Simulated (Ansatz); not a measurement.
Single points with r2SCAN in Ansatz 0.2.0, PAW, spin-restricted, at the geometries given.

Task: Which of them gave these results: no gap, pressure -0.5 GPa, largest force 0.35 eV/Å, largest positive Bader charge +0.57 e?
A.
Zr2Sb3Pd (500 eV, 9×9×4 mesh on the cell that ran, as a rule the primitive one, fermi-dirac 0.1 eV)
```cif
data_structure
_symmetry_space_group_name_H-M 'P-4m2'
_symmetry_Int_Tables_number 115
_cell_length_a 3.9813
_cell_length_b 3.9813
_cell_length_c 8.7875
_cell_angle_alpha 90.000
_cell_angle_beta 90.000
_cell_angle_gamma 90.000
_cell_volume 139.29
loop_
_atom_site_label
_atom_site_type_symbol
_atom_site_symmetry_multiplicity
_atom_site_Wyckoff_symbol
_atom_site_fract_x
_atom_site_fract_y
_atom_site_fract_z
_atom_site_occupancy
Pd1 Pd 1 a 0.00000 0.00000 0.00000 1
Zr1 Zr 2 g 0.00000 0.50000 0.73650 1
Sb1 Sb 1 b 0.50000 0.50000 0.00000 1
Sb2 Sb 2 g 0.00000 0.50000 0.38350 1
```
B.
AgSnAu (500 eV, 7×7×4 mesh on the cell that ran, as a rule the primitive one, tetrahedron)
```
Au Ag Sn
1.0
     2.28090    3.95063    0.00000
    -2.28090    3.95063    0.00000
     0.00000    0.00000    7.14441
Au Ag Sn
2 2 2
Direct
  0.00000 0.00000 0.00000
  0.00000 0.00000 0.50000
  0.33330 0.33340 0.69070
  0.66660 0.66670 0.19070
  0.33330 0.33340 0.28020
  0.66660 0.66670 0.78020
```
C.
LaBi2Au (500 eV, 7×7×4 mesh on the cell that ran, as a rule the primitive one, fermi-dirac 0.1 eV)
Space group P4/nmm:1 (No. 129). a = 4.599 Å, b = 4.599 Å, c = 9.884 Å, α = 90.00°, β = 90.00°, γ = 90.00°
```json
{"atom": "Bi", "site": "2c", "symmetry": "4mm", "x": "0.5000", "y": "0.0000", "z": "0.8180"}
{"atom": "La", "site": "2c", "symmetry": "4mm", "x": "0.0000", "y": "0.5000", "z": "0.7622"}
{"atom": "Bi", "site": "2b", "symmetry": "-4m2", "x": "0.0000", "y": "0.0000", "z": "0.5000"}
{"atom": "Au", "site": "2a", "symmetry": "-4m2", "x": "0.0000", "y": "0.0000", "z": "0.0000"}
```

Result: B. The others gave Zr2Sb3Pd: no gap, -3.0 GPa; LaBi2Au: no gap, 6.0 GPa.

Origins: AgSnAu, a known structure type with other elements, at an estimated volume; Zr2Sb3Pd, a known structure type with other elements, at an estimated volume; LaBi2Au, a database entry at a rescaled volume. Caveats for one or more cells: empty levels are not fully converged.
